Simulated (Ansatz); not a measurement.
Rh: opening a crack plane

Rh, Fm-3m, a = 3.800 Å. Ansatz: r2SCAN, PAW, 500 eV, Γ-centred 25×25×5 mesh on 6 atoms, Gaussian smearing 0.15 eV; no spin polarisation. One cut on (111) per cell of 6 atoms is opened rigidly by x, between planes of Rh and Rh that stand 2.19 Å apart; y is the energy per area (6.252 Å², 1 eV/Å² = 16.02 J/m²).

| x (Å) | y (J/m²) |
| --- | --- |
| 0.00 | 0.000 |
| 0.50 | ? |
| 1.00 | 2.748 |
| 2.00 | 4.130 |
| 3.00 | 4.470 |
| 6.00 | 4.560 |

**Question.** Fit the universal binding curve y = W[1 − (1 + x/l) e^(−x/l)] to the other rows, give the peak stress, and predict the missing value.

**Answer.** Least squares gives W = 4.55 J/m² and l = 0.493 Å. The stress dy/dx peaks at x = l with W/(e l) = 34.0 GPa, for rigid faces. At x = 0.50: x/l = 1.014, y = 1.226 J/m². The run gave 1.253 J/m², so the fit is 0.027 J/m² too low, within twice the rms miss on the fitted rows (0.014 J/m²).

Cost: 7 runs of about 17 core-minutes in all, on AMD EPYC 7R43 (Zen 3) (shared hosts).